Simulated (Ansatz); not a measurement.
MgI$_{2}$:
```
CELL_PARAMETERS angstrom
      4.16499     0.00000     0.00000
     -2.08250     3.60699     0.00000
      0.00000     0.00000     6.97065
ATOMIC_POSITIONS crystal
  Mg 0.00000 0.00000 0.00000
  I  0.33333 0.66667 0.23906
  I  0.66667 0.33333 0.76094
```

Relaxed with r²SCAN+D4.

### Question
Map the electron localisation function on the plane through (0.000, 0.000, 0.000) spanned by u = [0, 0, 1] and v = [1, -1, 0] in lattice vectors, from r²SCAN+D4 (plane waves, PAW; program Ansatz).

### Answer
x is the fraction of u, y of v (the angle between them is 90°; rows are the nearest grid lines); atoms in the plane: Mg at (0.00, 0.00), I at (0.24, 0.33), I at (0.76, 0.67).
```
|124410000000000000000000000000014421|
|454200000000000000000000011111002454|
|442000000000000000000012234454100234|
|000001100000000000013578889999974100|
|100000000000000000036789999999998521|
|310000000000000000368998877777899863|
|410000000000000001489988765556788874|
|520000000000000002699987422213567875|
|520000000000000002699987522213567875|
|410000000000000001589987642235678874|
|200124566665431000158998877777788742|
|101357788888763100026899887778887521|
|125788877788998620001367888887753101|
|247887777778899851000134566665421002|
|478876532246789985100000000000000014|
|578765312225789996200000000000000025|
|578765312224789996200000000000000025|
|478887655567889984100000000000000014|
|368998777778899863000000000000000013|
|125899999999987630000000000000000001|
|001479999988875310000000000001100000|
|432001454432210000000000000000000244|
|454200111110000000000000000000002454|
|124410000000000000000000000000014421|
```
Scale: ten equal steps from 0.002 (start of '0') to 0.841 (end of '9'), in the order '0123456789'; x runs from 0.000 to 1.00, y from 0.000 (bottom) to 1.00 (top).

The density is the valence pseudo-density with augmentation charge, so density and ELF within about 1 Å of a nucleus are not all-electron values.

Space group P-3m1 (CdI2 type). Symmetry was held in the r²SCAN+D4 relaxation; phonons on a q-mesh show no instability. Scalar-relativistic: spin–orbit coupling is off unless named, which matters more the heavier the elements.

Potentials: the later of the program's two PAW sets.
